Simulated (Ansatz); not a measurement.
**Sensitivity of the gradients in MgMn₂P₂O₈F₂ to the input**

This input was run with Ansatz:

```yaml
crystal:
  lattice:
    - [5.232065869, 0.0, 0.0]
    - [-0.7135583536, 5.4266070599, 0.0]
    - [-2.2107419115, -2.3400237381, 6.572230989]
  atoms:
    - { symbol: Mg, position: [0.990389, 0.330683, 0.710672] }
    - { symbol: Mn, position: [0.010481, 0.013476, 0.017671], spin: 4.0 }
    - { symbol: Mn, position: [0.485122, 0.505146, 0.489576], spin: 4.0 }
    - { symbol: P, position: [0.430538, 0.102595, 0.753695] }
    - { symbol: P, position: [0.584021, 0.894985, 0.25495] }
    - { symbol: O, position: [0.266665, 0.837232, 0.143459] }
    - { symbol: O, position: [0.719433, 0.873046, 0.092672] }
    - { symbol: O, position: [0.695056, 0.163231, 0.429065] }
    - { symbol: O, position: [0.644291, 0.671485, 0.342365] }
    - { symbol: O, position: [0.262036, 0.164846, 0.899661] }
    - { symbol: O, position: [0.340918, 0.819221, 0.621876] }
    - { symbol: O, position: [0.338084, 0.300085, 0.638146] }
    - { symbol: O, position: [0.751541, 0.192672, 0.860882] }
    - { symbol: F, position: [0.148065, 0.350568, 0.266627] }
    - { symbol: F, position: [0.852111, 0.643231, 0.728682] }
magnetization:
  spin_polarized: true
kpoints:
  mp_grid: { grid: [4, 4, 3] }
scf:
  occupations: { method: tetrahedron }
hamiltonian:
  xc: pbe
  pseudopotentials: { kind: paw }
output:
  forces: true
  stress: true
  populations: true
  efg:
    quadrupole_moments_barn: { Mg: 0.1994, Mn: 0.33, O: -0.02558 }
    contact_densities: true
```

It converged. Of its output the block on the nuclei alone is shown, without the SCF iterations, energies, forces and stress (one atom of each set, the first 14 sets):

```
--- PAW observables at the nuclei: V_zz in 10²¹ V/m², potentials from the cell's mean, atoms counted from 1 ---
  atom   1  Mg V_zz =    +1.536519   η = 0.9937   by run symmetry: allowed   C_q = +7.4083 MHz
            electrostatic potential = -1100.099269 V   contact ρ = 7795.798505 e/Å³   contact ρ_s (e/Å³): all electrons +0.075423, valence +0.074781
  atom   2  Mn V_zz =    -3.097215   η = 0.4973   by run symmetry: allowed   C_q = -24.7138 MHz
            electrostatic potential = -3023.466040 V   contact ρ = 87788.864527 e/Å³   contact ρ_s (e/Å³): all electrons -2.806721, valence +5.164844
  atom   3  Mn V_zz =    -6.163416   η = 0.1195   by run symmetry: allowed   C_q = -49.1801 MHz
            electrostatic potential = -3023.766120 V   contact ρ = 87787.699223 e/Å³   contact ρ_s (e/Å³): all electrons -3.366808, valence +4.793056
  atom   4  P  V_zz =    -3.046366   η = 0.7748   by run symmetry: allowed
            electrostatic potential = -1488.192260 V   contact ρ = 16007.997800 e/Å³   contact ρ_s (e/Å³): all electrons +0.544821, valence +0.528520
  atom   5  P  V_zz =    +0.609484   η = 0.5406   by run symmetry: allowed
            electrostatic potential = -1488.500646 V   contact ρ = 16007.473865 e/Å³   contact ρ_s (e/Å³): all electrons +0.569676, valence +0.551592
  atom   6  O  V_zz =   +10.483398   η = 0.3976   by run symmetry: allowed   C_q = -6.4842 MHz
            electrostatic potential = -619.935948 V   contact ρ = 2156.586574 e/Å³   contact ρ_s (e/Å³): all electrons +0.177138, valence +0.201006
  atom   7  O  V_zz =   +10.960657   η = 0.2276   by run symmetry: allowed   C_q = -6.7794 MHz
            electrostatic potential = -620.039973 V   contact ρ = 2156.006694 e/Å³   contact ρ_s (e/Å³): all electrons +0.246417, valence +0.278663
  atom   8  O  V_zz =    +9.848667   η = 0.4328   by run symmetry: allowed   C_q = -6.0916 MHz
            electrostatic potential = -620.164139 V   contact ρ = 2155.712683 e/Å³   contact ρ_s (e/Å³): all electrons +0.599720, valence +0.655245
  atom   9  O  V_zz =   +10.285015   η = 0.5404   by run symmetry: allowed   C_q = -6.3615 MHz
            electrostatic potential = -620.064117 V   contact ρ = 2156.862043 e/Å³   contact ρ_s (e/Å³): all electrons +0.299033, valence +0.292818
  atom  10  O  V_zz =   +10.384747   η = 0.2353   by run symmetry: allowed   C_q = -6.4232 MHz
            electrostatic potential = -619.494096 V   contact ρ = 2155.886534 e/Å³   contact ρ_s (e/Å³): all electrons +0.135321, valence +0.145871
  atom  11  O  V_zz =    +9.383725   η = 0.0212   by run symmetry: allowed   C_q = -5.8040 MHz
            electrostatic potential = -620.455267 V   contact ρ = 2156.745334 e/Å³   contact ρ_s (e/Å³): all electrons +0.927727, valence +0.998250
  atom  12  O  V_zz =   +10.036776   η = 0.6420   by run symmetry: allowed   C_q = -6.2080 MHz
            electrostatic potential = -619.553678 V   contact ρ = 2155.752694 e/Å³   contact ρ_s (e/Å³): all electrons +0.062526, valence +0.056394
  atom  13  O  V_zz =    +9.608585   η = 0.6297   by run symmetry: allowed   C_q = -5.9431 MHz
            electrostatic potential = -619.410840 V   contact ρ = 2155.951336 e/Å³   contact ρ_s (e/Å³): all electrons +0.097258, valence +0.095506
  atom  14  F  V_zz =   +12.475297   η = 0.3491   by run symmetry: allowed
            electrostatic potential = -736.581670 V   contact ρ = 3128.030935 e/Å³   contact ρ_s (e/Å³): all electrons +1.022152, valence +1.234547
```

Question: Can these gradients be trusted, and how do they compare with a run on standard settings?

Answer: As results of these settings, within the limits told below. Against the standard input the change is `scf.occupations.width`: 0.02 → not typed; `scf.occupations.method`: fermi_dirac → tetrahedron. A site carries the number of its first atom; V_zz in 10²¹ V/m².

```json
{"site": "Mg", "atom": "1", "V_zz standard": "1.54", "η standard": "0.99", "V_zz here": "1.54", "η here": "0.99"}
{"site": "Mn2", "atom": "2", "V_zz standard": "-4.33", "η standard": "0.32", "V_zz here": "-3.10", "η here": "0.50"}
{"site": "Mn3", "atom": "3", "V_zz standard": "-5.77", "η standard": "0.87", "V_zz here": "-6.16", "η here": "0.12"}
{"site": "P4", "atom": "4", "V_zz standard": "-2.99", "η standard": "0.81", "V_zz here": "-3.05", "η here": "0.77"}
{"site": "P5", "atom": "5", "V_zz standard": "0.57", "η standard": "0.60", "V_zz here": "0.61", "η here": "0.54"}
{"site": "O6", "atom": "6", "V_zz standard": "10.47", "η standard": "0.38", "V_zz here": "10.48", "η here": "0.40"}
{"site": "O8", "atom": "8", "V_zz standard": "9.72", "η standard": "0.47", "V_zz here": "9.85", "η here": "0.43"}
{"site": "O9", "atom": "9", "V_zz standard": "10.40", "η standard": "0.56", "V_zz here": "10.29", "η here": "0.54"}
{"site": "O11", "atom": "11", "V_zz standard": "9.45", "η standard": "0.02", "V_zz here": "9.38", "η here": "0.02"}
{"site": "O12", "atom": "12", "V_zz standard": "10.10", "η standard": "0.66", "V_zz here": "10.04", "η here": "0.64"}
{"site": "F14", "atom": "14", "V_zz standard": "11.20", "η standard": "0.46", "V_zz here": "12.48", "η here": "0.35"}
{"site": "F15", "atom": "15", "V_zz standard": "-7.85", "η standard": "0.74", "V_zz here": "-7.97", "η here": "0.80"}
```

The largest change of V_zz is on F14, from 11.20 to 12.48. The whole tensor moves most on Mn3, by 2.49 along its most changed direction. In per cent, |V_zz| changes by 0 on Mg, -28 to +7 on Mn, +2 to +8 on P, -1 to +1 on O, +2 to +11 on F (all sites that start above 0.5). Where |V_zz| stays above 0.1, η moves most on Mn3, from 0.87 to 0.12. The table leaves out 3 of the 15 sites, with |V_zz| up to 11.00; their tensors move by 0.13 at most along any direction. The statements above cover all sites. SCF iterations: 24 and 17. New warnings: band table not solved further, tetrahedron derivatives may miss energy slope.

On the reference run: The largest force is 0.7 eV/Å, so the atoms aren't at the calculated equilibrium and relaxing them would move these values. The moments were started parallel, and the run ended with some of them reversed. The program didn't check the stability of this electronic state in full, so a lower one may lie near. With a gap of 0.6 eV on this mesh, small gradients can still move by 0.1 × 10²¹ V/m² or more as the k-mesh gets denser. The magnetic order is the one that the run reached from its start moments, not necessarily the measured one.
